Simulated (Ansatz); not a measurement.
Sr3SnO (anti-perovskite, Pm-3m) under volume change, the program Ansatz at the PBEsol level (PAW), scaled uniformly.

| V (Å³/atom) | E − E(relaxed) (meV/atom) | P (GPa) |
|---|---|---|
| 24.027 | 38.6 | 5.66 |
| 24.819 | … | … |
| 25.611 | 3.8 | 1.59 |
| 26.403 | 0.0 | 0.00 |
| 27.195 | 3.4 | -1.35 |
| 27.987 | … | … |
| 28.779 | 27.8 | -3.48 |

**Question.** Complete the blanks.

**Answer.** 
- 24.819, E − E(relaxed) (meV/atom): 16.2
- 24.819, P (GPa): 3.46
- 27.987, E − E(relaxed) (meV/atom): 13.0
- 27.987, P (GPa): -2.50

**Question.** What does a third-order Birch–Murnaghan fit give for V₀, B₀ and B′?

**Answer.** V₀ = 26.41 Å³/atom, B₀ = 48.8 GPa, B′ = 4.4.

The workflow started from an entry of the Crystallography Open Database (COD). Its standing as an ambient phase is unchecked. The cell was relaxed with PBEsol under the symmetry of its start; whether a distortion lowers the energy is not shown. Spin–orbit coupling is left out wherever it is not named.

Potentials: the later of the program's two PAW sets.
